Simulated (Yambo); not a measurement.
BSE-type run in Yambo on BeO (wurtzite, space group P6_3mc, No. 186) under isotropic strain of +2 % on all lattice vectors, at zero momentum.

Quantum ESPRESSO step (PBEsol, PseudoDojo standard norm-conserving files, scalar-relativistic):
```
&CONTROL
  calculation = 'nscf'
  pseudo_dir = './pseudo'
  outdir = './out'
/
&SYSTEM
  ibrav = 0
  nat = 4
  ntyp = 2
  ecutwfc = 88.0
  ecutrho = 352.0
  occupations = 'fixed'
  force_symmorphic = .true.
  nbnd = 24
/
&ELECTRONS
  conv_thr = 4e-09
  diago_full_acc = .true.
  diago_thr_init = 1e-08
/
ATOMIC_SPECIES
Be 9.0122 Be.upf
O 15.9990 O.upf
CELL_PARAMETERS angstrom
  2.744711522241   0.000000000000   0.000000000000
 -1.372355761120   2.376989904320   0.000000000000
  0.000000000000   0.000000000000   4.456594367293
ATOMIC_POSITIONS crystal
Be   0.333333506538   0.666667013077   0.999862105239
Be   0.666666839872   0.333333679744   0.499862105239
O   0.333333506538   0.666667013077   0.377637706919
O   0.666666839872   0.333333679744   0.877637706919
K_POINTS automatic
12 12 6 0 0 0
```

Yambo input:
```
rim_cut
optics
bse
bss
dipoles
em1s
RandQpts= 1000000
RandGvec= 1 Ry
FFTGvecs= 40 Ry
Chimod= "HARTREE"
BSKmod= "SEX"
BSEmod= "resonant"
BSSmod= "hs"
BSENGexx= 15 Ry
BSENGBlk= 4 Ry
% KfnQP_E
 2.674 | 1.0 | 1.0 |
%
% BSEQptR
 1 | 1 |
%
% BSEBands
 6 | 12 |
%
% BEnRange
 0.0 | 16.2 | eV
%
% BDmRange
 0.15 | 0.15 | eV
%
BEnSteps= 324
% BLongDir
 0.0 | 0.0 | 1.0 |
%
BSHayTrs= -0.02
BSSNEig= 24
WRbsWF
% BndsRnXs
 3 | 19 |
%
NGsBlkXs= 4 Ry
% LongDrXs
 1.0 | 1.0 | 1.0 |
%
```

From the report:

The dimension is k points × valence × conduction bands = 864 × 5 × 2 = 8640.
```
  [SLEPC] Approach                          : Krylov-Schur
  [SLEPC] Number of requested eigenvalues   :  24
  [SLEPC] Number of eigenvalues        [NEV]:  24
   [K] Dimension                                    :   8640
   [K] Bands                                        :   6  12
   [K] Exchange res                                 : yes
   [K] Correlation res                              : yes
   [K] W interaction is bare                        : no
   [K] RL vectors exchange                          :  209
   [K] RL vectors correlation                       :   35
   [W] Matrix size                                  :   35
   [W] Bands                                        :   3  19
   [W] Coulomb Cutoff                               : none
   [W] Hxc Kernel                                   : HARTREE
```

Geometry strained from the cell relaxed with PBEsol, atoms relaxed again.
